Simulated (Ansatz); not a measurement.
The start is a generated trial cell of WC in the CrB structure type. The structure is fully relaxed (lattice and positions, P = 0) with PBE (plane waves to 420 eV, PAW, scalar-relativistic; Ansatz, a program for electronic structure). The first steps use a coarse 8×8×7 k-mesh.

Input geometry:
```
WC
1.0
    1.63723    -4.32644     0.00000
    1.63723     4.32644     0.00000
    0.00000     0.00000     3.22653
C W
2 2
Direct
  0.56400   0.43600   0.75000
  0.43600   0.56400   0.25000
  0.85475   0.14525   0.75000
  0.14525   0.85475   0.25000
```

```yaml
largest_initial_force: about 1.5 eV/Å, on W3, W4 (atoms numbered as listed)
outcome: The space group stays Cmcm (No. 63) (the run could not lower it), with 4 atoms in the primitive cell
energy_released: 0.83 eV/atom
Shortest distances (start → end): "The closest pairs of elements (up to four, under 3.6 Å), start → end: C–C 1.96 → 2.48 Å; C–W 2.40 → 2.18 Å; W–W 2.93 → 2.65 Å"
band_gap_at_the_end: no gap (metallic)
optimiser_moves: 26
```

Final values are on a 17×17×12 k-mesh of the relaxed cell. No spin polarisation in the result.

The run could not lose the symmetry of its start: the end is stationary, and may be a saddle point rather than a minimum.

The relaxed structure here is a generated cell of WC: the first start was made by placing the elements on the sites of a structure type, and the end was not matched to a known phase here, so it may be hypothetical. Known forms of WC include space group No. 187.
